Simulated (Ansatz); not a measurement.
In DFT-PBE in the program Ansatz with PAW potentials, C in the tetragonal phase (P4_32_12; C on 4a, C on 8b) relaxes to a = 3.802 Å, c = 4.681 Å.

It is gapped at this level: 4.97 eV (indirect). The valence maximum lies on the M–Γ line, 40 % of the way from M and the conduction minimum at Γ. Electrons at the band edge weigh 0.43 mₑ (isotropic).

An equation-of-state fit gives a bulk modulus of 394 GPa.

The start of the workflow was typed in or built on a structure type; neither database checked (COD, Materials Project) lists it. It is not the phase usual at ambient conditions (space group No. 194, 227). Symmetry was held in the PBE relaxation; its stability against distortions is not shown here. The volume moved by 16 % from the start of the relaxation.

Potentials: the earlier of the program's two PAW sets.
